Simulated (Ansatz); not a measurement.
Input:

As:
```cif
data_As6
_chemical_formula_sum 'As6'
_space_group_name_H-M_alt 'R-3m :H'
_space_group_IT_number 166
_space_group_name_Hall '-R 3 2"'
_cell_length_a 3.75998
_cell_length_b 3.75998
_cell_length_c 9.98667
_cell_angle_alpha 90.000
_cell_angle_beta 90.000
_cell_angle_gamma 120.000
loop_
_atom_site_label
_atom_site_type_symbol
_atom_site_symmetry_multiplicity
_atom_site_Wyckoff_symbol
_atom_site_fract_x
_atom_site_fract_y
_atom_site_fract_z
_atom_site_occupancy
As1 As 6 c 0.00000 0.00000 0.23054 1
```
(The calculation used a cell of 2 atoms; values per cell refer to that cell.)

This is the LDA-relaxed structure.

Question: All from plane-wave PAW LDA (Ansatz code), unless another level is named. Estimate the electronic character.

Answer: metallic (no gap).

Question: What about the density of states at the Fermi level?

Answer: 0.05 states/eV per atom (mean over ±0.08 eV).

The LDA relaxation kept the symmetry of its start. Scalar-relativistic: spin–orbit coupling is off unless named, which matters more the heavier the elements.

Potentials: the earlier of the program's two PAW sets. The files were generated under PBE; for other functionals the program regenerates the frozen cores, and for LDA and PBEsol the local potential too.
